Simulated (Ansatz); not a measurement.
Nb:
```cif
data_Nb2
_chemical_formula_sum 'Nb2'
_space_group_name_H-M_alt 'Im-3m'
_space_group_IT_number 229
_space_group_name_Hall '-I 4 2 3'
_cell_length_a 3.27004
_cell_length_b 3.27004
_cell_length_c 3.27004
_cell_angle_alpha 90.000
_cell_angle_beta 90.000
_cell_angle_gamma 90.000
loop_
_atom_site_label
_atom_site_type_symbol
_atom_site_symmetry_multiplicity
_atom_site_Wyckoff_symbol
_atom_site_fract_x
_atom_site_fract_y
_atom_site_fract_z
_atom_site_occupancy
Nb1 Nb 2 a 0.00000 0.00000 0.00000 1
```
(The calculation used a cell of 1 atom; values per cell refer to that cell.)

Relaxed with PBEsol.

Question: Which orbitals make up the states near the Fermi level in plane-wave PAW PBEsol (Ansatz code)?

Answer: Within 0.5 eV of the Fermi level: Nb 4d 86 %, Nb 5s 9 %. Projections are on Löwdin-orthogonalised atomic valence shells; empty p or d shells of many metals are not among them.

Question: Tabulate the density of states.

Answer: States/eV per cell of 1 atom, in 0.25 eV bins, energy from the Fermi level.

```
E (eV)  total  Nb 4d  Nb 5s  Nb 4p
------  -----  -----  -----  -----
-6.10    0.00   0.00   0.00   0.00
-5.85    0.02   0.00   0.02   0.00
-5.60    0.04   0.00   0.03   0.00
-5.35    0.06   0.00   0.04   0.00
-5.10    0.07   0.00   0.06   0.00
-4.85    0.09   0.00   0.07   0.00
-4.60    0.11   0.01   0.08   0.00
-4.35    0.13   0.01   0.10   0.01
-4.10    0.16   0.02   0.12   0.01
-3.85    0.33   0.15   0.15   0.01
-3.60    0.87   0.59   0.24   0.01
-3.35    1.02   0.73   0.23   0.02
-3.10    1.14   0.87   0.21   0.02
-2.85    1.37   1.13   0.19   0.03
-2.60    1.37   1.16   0.16   0.03
-2.35    1.26   1.10   0.12   0.03
-2.10    0.61   0.56   0.03   0.01
-1.85    0.57   0.54   0.02   0.01
-1.60    1.80   1.75   0.01   0.03
-1.35    2.11   2.04   0.02   0.03
-1.10    1.29   1.23   0.03   0.02
-0.85    1.04   0.97   0.04   0.01
-0.60    1.05   0.95   0.07   0.02
-0.35    1.85   1.61   0.16   0.04
-0.10    1.82   1.55   0.18   0.03
0.15     1.20   1.04   0.10   0.02
0.40     0.67   0.55   0.08   0.01
0.65     0.51   0.40   0.06   0.01
0.90     0.46   0.37   0.05   0.01
1.15     0.46   0.38   0.04   0.01
1.40     0.48   0.41   0.03   0.00
1.65     0.58   0.51   0.02   0.00
1.90     0.85   0.77   0.03   0.01
2.15     0.89   0.83   0.02   0.00
2.40     0.96   0.91   0.02   0.00
2.65     1.12   1.08   0.02   0.00
2.90     1.20   1.16   0.01   0.00
3.15     1.20   1.16   0.02   0.00
3.40     1.48   1.45   0.01   0.00
3.65     1.29   1.26   0.01   0.00
3.90     1.44   1.39   0.03   0.00
4.15     2.67   2.57   0.07   0.00
4.40     1.35   1.19   0.11   0.00
4.65     0.92   0.76   0.11   0.00
```

The cell was relaxed with PBEsol under the symmetry of its start. The run is not spin-polarised. Spin–orbit coupling is left out wherever it is not named.

Potentials: the earlier of the program's two PAW sets.
